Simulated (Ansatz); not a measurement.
P2Ru:
Space group Pnnm (No. 58); a = 5.1026 Å, b = 5.8686 Å, c = 2.8620 Å, α = 90.00°, β = 90.00°, γ = 90.00°

```
atom  site  symmetry       x       y       z
----  ----  --------  ------  ------  ------
P       4g       ..m  0.1625  0.3718  0.0000
Ru      2a     ..2/m  0.0000  0.0000  0.0000
```

Relaxed with PBEsol. PBEsol (plane waves, PAW; program Ansatz) gives a gap of 0.46 eV.

What gap does HSE06 give on the same cell (Ansatz, PAW)?

1.07 eV, 0.60 eV more. The hybrid was solved on a coarser mesh and at special points; the gap given is the minimum over both.

Cost on shared cores: the PBEsol run (SCF on a 6×5×10 mesh, then bands and DOS) very roughly 80 core-seconds, the HSE06 run (SCF on 3×3×6, then a few points) about 90 core-seconds (a rough figure); the tasks are unlike.

The first step of the workflow began from a Materials Project structure, measured or hypothetical; the Crystallography Open Database files this formula in space group No. 58, but the cells were not matched. Its standing as an ambient phase is unchecked. The cell was relaxed with PBEsol under the symmetry of its start; its stability against distortions is not shown here. No spin polarisation was allowed. Scalar-relativistic: spin–orbit coupling is off unless named, which matters more the heavier the elements.

Potentials: the later of the program's two PAW sets.
